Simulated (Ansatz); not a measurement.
Be:
Space group P6₃/mmc (No. 194); a = b = 2.2261 Å, c = 3.5162 Å, α = β = 90.00°, γ = 120.00°

```tsv
atom	site	symmetry	x	y	z
Be	2d	-6m2	0.6667	0.3333	0.2500
```

Relaxed with LDA.

Decompose the optical modes at the zone centre into irreducible representations, and say which are infrared and Raman allowed.

Point group 6/mmm: Γ_opt = B1g + E2g. Infrared: none. Raman: E2g.

Assign frequencies (DFPT, LDA (plane waves, PAW; program Ansatz)).

E2g 479, B1g 712 cm⁻¹.

Subscripts of B labels follow the axes of the standard setting.

Space group P6_3/mmc (hcp (Mg type)). The cell was relaxed with LDA under the symmetry of its start. As this level gives no gap, phonon frequencies hold no LO–TO term and depend on the k-mesh and smearing (Fermi–Dirac, 0.1 eV here). Axis ratios of metals converge slowly with the k-mesh, so a and c are less sure than the volume.

Potentials: the earlier of the program's two PAW sets. The files were generated under PBE; for other functionals the program regenerates the frozen cores, and for LDA and PBEsol the local potential too.
